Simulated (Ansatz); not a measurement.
Space group Pm-3m (No. 221). a = 4.300 Å, b = 4.300 Å, c = 4.300 Å, α = 90.00°, β = 90.00°, γ = 90.00°
| atom | site | symmetry | x | y | z |
| --- | --- | --- | --- | --- | --- |
| Zr | 3c | 4/mm.m | 0.5000 | 0.5000 | 0.0000 |
| Cu | 1a | m-3m | 0.0000 | 0.0000 | 0.0000 |

Equation of state of this Zr3Cu structure (not necessarily the ground state), with shape and atoms relaxed at each volume where symmetry leaves them free. It has no gap at any of these volumes. These are results of Ansatz, DFT r2SCAN, scalar-relativistic, plane waves, PAW, not measurements.

Plane waves to 500 eV, a k mesh through Γ of 10×10×10 on the computed 4-atom cell and Gaussian smearing (0.10 eV); no spin polarisation.

| V (Å³/atom) | E − E(largest V) (meV/atom) | P (GPa) |
| --- | --- | --- |
| 18.687 | 3.39 | 6.92 |
| 19.284 | -15.08 | 3.20 |
| 19.880 | -20.67 | -0.01 |
| 20.477 | -15.14 | -2.80 |
| 21.073 | 0.00 | -5.22 |

Question: Fit a third-order Birch–Murnaghan equation to E(V).

Answer: V0 = 19.87 Å³/atom, B0 = 100 GPa, B0' = 3.9.